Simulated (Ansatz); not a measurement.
BiAu₂, in the lowest among the structures calculated here: Fd-3m, origin choice 1 (No. 227), cF24, cubic Laves (MgCu2 type); a = b = c = 7.945 Å, α = β = γ = 90.00°; Bi 8b (0.500, 0.500, 0.500); Au 16c (0.125, 0.125, 0.125). Method: PBEsol (plane waves to 420 eV, PAW, scalar-relativistic; Ansatz, a quantum-chemistry and plane-wave program). Element references, the lowest calculated here: Bi (R-3m), Au (Fm-3m).

Total energies (eV/atom, σ → 0; comparable only within this code, potentials and settings):

```csv
phase,E (eV/atom)
BiAu2 (Fd-3m),-12754.114
Bi (R-3m),-12244.466
Au (Fm-3m),-13008.842
```

Q: What is the formation energy of this Fd-3m form of BiAu2 from the elements?

A: E_f = -12754.114 − [1 × (-12244.466) + 2 × (-13008.842)] / 3 = -0.06 eV/atom (-0.2 eV per formula unit).

Static energies, no anion corrections, no zero-point energy. Values are rounded to 0.01 eV/atom. Spin-orbit coupling is missing from these energies, which matters for elements this heavy. The compounds carry no spin polarisation.
